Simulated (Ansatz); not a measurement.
Relaxed candidate structures of Fe2Si:

A. P6₂22 (No. 180), hP9; a = b = 6.012 Å, c = 6.137 Å, α = β = 90.00°, γ = 120.00°; Si 3c (0.500, 0.000, 0.000); Fe 6j (0.220, 0.110, 0.167); ferromagnetic

B. P4₂/mmc (No. 131), tP6; a = 4.2827 Å, b = 4.2827 Å, c = 4.7960 Å, α = 90.00°, β = 90.00°, γ = 90.00°; Fe 2e (0.000, 0.000, 0.250); Fe 2b (0.500, 0.500, 0.500); Si 2d (0.500, 0.000, 0.000); ferromagnetic

C. P4/nmm, origin choice 1 (No. 129), tP6; a = b = 3.384 Å, c = 6.139 Å, α = β = γ = 90.00°; Fe 2a (0.000, 0.000, 0.000); Fe 2c (0.500, 0.000, 0.354); Si 2c (0.000, 0.500, 0.276); ferromagnetic

D. P4/mmm (No. 123), tP3; a = 3.708 Å, b = 3.708 Å, c = 2.938 Å, α = 90.00°, β = 90.00°, γ = 90.00°; Fe 2e (0.000, 0.500, 0.500); Si 1c (0.500, 0.500, 0.000); ferromagnetic

**Question.** Order them by energy per atom (lowest first) at the level r2SCAN (plane waves to 500 eV, PAW, scalar-relativistic; Ansatz, a quantum-chemistry and plane-wave program).

**Answer.** C (reference, the lowest among the structures calculated here), D (+0.35 eV/atom), B (+0.65 eV/atom), A (+1.07 eV/atom)

Each run could gain symmetry but not lose that of its start, so entries can be saddle points. All of these are generated cells (placed on structure types, drawn at random, substituted or restacked) that were not matched to a known phase here. Each structure is listed in the lowest spin state found for it. The real structure of this composition may not be among these, and whether this composition forms is not checked here. Energies are at zero temperature and pressure, without zero-point motion. Each cell has its own k-point mesh; energy differences are given only to the digits this allows. Spin states reached: ferromagnetic; spin orders were not searched systematically. r2SCAN tends to overstate moments in metals.
